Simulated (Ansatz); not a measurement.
## Structure relaxation, NbAs

The start is a relaxed NbAs cell displaced along its unstable phonon at q = (½, ½, 0) of its primitive reciprocal cell (66i cm⁻¹), largest move 0.15 Å. A full variable-cell relaxation at zero pressure is run with PBEsol (plane waves to 420 eV, PAW, scalar-relativistic; Ansatz, a program for electronic structure). The first steps use a coarse 9×9×5 k-mesh.

Initial structure:
```yaml
crystal:
  lattice:
    - [7.20007, 0.00000, 0.00000]
    - [3.60004, 3.60004, 0.00000]
    - [0.00000, 0.00000, 6.80026]
  atoms:
    - { symbol: As, position: [0.75000, 0.50000, 0.97794] }
    - { symbol: As, position: [0.25000, 0.50000, 0.02206] }
    - { symbol: As, position: [0.25000, 0.00000, 0.50000] }
    - { symbol: As, position: [0.75000, 0.00000, 0.50000] }
    - { symbol: Nb, position: [0.98047, 0.03906, 0.25000] }
    - { symbol: Nb, position: [0.51953, 0.96094, 0.25000] }
    - { symbol: Nb, position: [0.01953, 0.96094, 0.75000] }
    - { symbol: Nb, position: [0.48047, 0.03906, 0.75000] }
```

### Question
Which atoms feel the largest initial force, and how large is it?

### Answer
0.24 eV/Å, on Nb5, Nb6, Nb7, Nb8 (atoms numbered as listed).

### Question
How much energy is released per atom?

### Answer
0.07 eV/atom.

### Question
How does the volume change?

### Answer
-7.8 %, from 22.03 to 20.31 Å³/atom.

### Question
Does it find its way back to the structure it was made from?

### Answer
It does not go back: it reaches Cmme (No. 67), 0.09 eV/atom below the parent.

### Question
How do the shortest distances between atoms change?

### Answer
The closest pairs of elements (up to four, under 3.6 Å), start → end: As–Nb 2.48 → 2.51 Å; Nb–Nb 3.32 → 2.75 Å; As–As 3.60 → 3.23 Å.

### Question
Is the relaxed structure metallic? Give its gap.

### Answer
No gap (metallic).

### Question
Give the final cell and atomic positions.

### Answer

```cif
data_As8Nb8
_chemical_formula_sum 'As8 Nb8'
_space_group_name_H-M_alt 'Cmme'
_space_group_IT_number 67
_space_group_name_Hall '-C 2a 2'
_cell_length_a 6.45809
_cell_length_b 7.50196
_cell_length_c 6.70580
_cell_angle_alpha 90.000
_cell_angle_beta 90.000
_cell_angle_gamma 90.000
loop_
_atom_site_label
_atom_site_type_symbol
_atom_site_symmetry_multiplicity
_atom_site_Wyckoff_symbol
_atom_site_fract_x
_atom_site_fract_y
_atom_site_fract_z
_atom_site_occupancy
As1 As 4 g 0.00000 0.75000 0.10333 1
As2 As 4 b 0.25000 0.50000 0.50000 1
Nb1 Nb 8 m 0.00000 0.06675 0.22249 1
```
(The calculation used a cell of 8 atoms; values per cell refer to that cell.)

Final values are on a 10×10×7 k-mesh of the relaxed cell. No spin polarisation in the result.

The run could not lose the symmetry of its start, so the end can be a saddle point.

The relaxed structure here is a generated cell of NbAs: the first start was made by placing the elements on the sites of a structure type, and the end was not matched to a known phase here, so it may be hypothetical.
